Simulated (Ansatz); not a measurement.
Values for one crystal, relaxed and computed with DFT-r²SCAN in the program Ansatz with PAW potentials; other levels are named.

| Property | Result |
|---|---|
| Volume per atom | 41.30 Å³ |
| Electronic character | metallic (no gap) |
| Mechanical stability | unstable (C has a negative eigenvalue) |
| Elastic constants (relaxed ions, GPa) | C11 = -27.3, C12 = 30.2, C44 = -175 |
| Gap with spin–orbit coupling | none (metallic) |
| Density of states at the Fermi level | 1.9 states/eV per atom (mean over ±0.08 eV) |

### Question
Which of these materials gives this?
A) V, diamond
B) Gd, hcp (Mg type)
C) Y, diamond
D) Zn, diamond

### Answer
C, Y, diamond

Space group Fd-3m (diamond). The start of the workflow was typed in or built on a structure type; neither database checked (COD, Materials Project) lists it. It is not the phase usual at ambient conditions (space group No. 194). The cell was relaxed with r²SCAN under the symmetry of its start. No spin polarisation was allowed. The volume moved by -21 % from the start of the relaxation. As this level gives no gap, shear constants depend on the k-mesh and smearing (Fermi–Dirac, 0.1 eV here). Spin–orbit coupling is left out wherever it is not named.

Potentials: the earlier of the program's two PAW sets.
